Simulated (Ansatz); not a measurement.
Crystals of one structure type (zinc blende) and one family of elements, relaxed and computed with r²SCAN in the plane-wave PAW code Ansatz; HSE06 gaps on those cells.

```json
[
 {"crystal": "InAs", "gap (eV)": "0.08", "HSE06 gap (eV)": "0.36"},
 {"crystal": "GaSb", "gap (eV)": "0.42", "HSE06 gap (eV)": "0.77"},
 {"crystal": "GaAs", "gap (eV)": "0.97", "HSE06 gap (eV)": "?"},
 {"crystal": "BAs", "gap (eV)": "1.37", "HSE06 gap (eV)": "1.83"},
 {"crystal": "BP", "gap (eV)": "1.41", "HSE06 gap (eV)": "1.96"},
 {"crystal": "AlN", "gap (eV)": "3.93", "HSE06 gap (eV)": "4.55"},
 {"crystal": "BN", "gap (eV)": "4.99", "HSE06 gap (eV)": "5.79"}
]
```

Fit a straight line to E_g(HSE06) against E_g and predict the withheld value.

Least squares on the 6 shown rows: E_g(HSE06) = 1.091 × E_g + (0.325), with a scatter of 0.05. For GaAs this gives 1.38. The run itself gave 1.37, a miss of 0.01.

All cells were relaxed under the symmetry of their starts (and spin orders); stability against distortions was not tested throughout. Spin–orbit coupling is left out wherever it is not named.

Potentials: the earlier of the program's two PAW sets. The files were generated under PBE; for other functionals the program regenerates the frozen cores, and for LDA and PBEsol the local potential too.
